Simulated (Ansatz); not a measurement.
**Fitting the PBE energy curve of Pt3PbC**

```xyz
5
Lattice="4.3480 0.0000 0.0000 0.0000 4.3480 0.0000 0.0000 0.0000 4.3480" Properties=species:S:1:pos:R:3 pbc="T T T"
Pb    0.0000    0.0000    0.0000
Pt    2.1740    0.0000    2.1740
Pt    2.1740    2.1740    0.0000
Pt    0.0000    2.1740    2.1740
C     2.1740    2.1740    2.1740
```

The cell comes from a database or a generator and needn't be the stable form of this composition.

The cell was scaled at fixed shape and fractions and run with Ansatz, Ansatz PAW, cutoff 420 eV; PBE, k mesh 6 × 6 × 6 on the cell of 5 atoms, fermi-dirac occupations of 0.05 eV, no spin polarisation, no spin-orbit coupling. Energies are those that the program minimises, any entropy of the smearing included. For a metal such a mesh isn't converged to the digits shown.

```csv
V (Å³/atom),energy over the lowest row (meV/atom)
15.4539,30.11
15.7828,11.92
16.1116,2.19
16.4404,0.00
16.7692,4.50
17.0980,?
17.4268,30.51
```

**Question.** Fit the third-order Birch-Murnaghan form, give V0, B0 and B′, and predict the energy left open.

**Answer.** With y = (V0/V)^(2/3), E = E0 + (9 V0 B0/16) [(y - 1)³ B′ + (y - 1)² (6 - 4y)]. Least squares through the rows shown give V0 = 16.3779 Å³/atom, E0 = -0.11 meV, B0 = 165.4 GPa (1 eV/Å³ = 160.218 GPa) and B′ = 5.00, with a largest miss of 0.01 meV. At V = 17.0980 the form with these constants gives 14.89 meV; the run gave 14.89 meV an atom.
